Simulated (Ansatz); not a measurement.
Input:

BaTaO$_{3}$ (cubic perovskite, Pm-3m), a = b = c = 4.070 Å, α = β = γ = 90.00°.

This is the PBEsol-relaxed structure.

Problem. All from DFT-PBEsol in the program Ansatz with PAW potentials, unless another level is named. Estimate the electronic character.

Solution. metallic (no gap).

Problem. Next, the density of states at the Fermi level?

Solution. 0.22 states/eV per atom (mean over ±0.08 eV).

Problem. Give the formation energy from the elements (no fitted shifts).

Solution. -2.95 eV/atom.

Problem. Give the gap with spin–orbit coupling.

Solution. none (metallic).

The workflow started from a Materials Project entry (that database holds measured and hypothetical structures alike); the Crystallography Open Database copy checked does not list it. Whether it is the stable phase at ambient conditions was not checked. Symmetry was held in the PBEsol relaxation; whether a distortion lowers the energy is not shown. The run is not spin-polarised. With an odd number of electrons in the cell and no spin polarisation, the count alone makes it a metal. The references are the lowest solids computed at this level, not always the standard phases (solids in place of the gases). Spin–orbit coupling is left out wherever it is not named.

Potentials: the later of the program's two PAW sets.
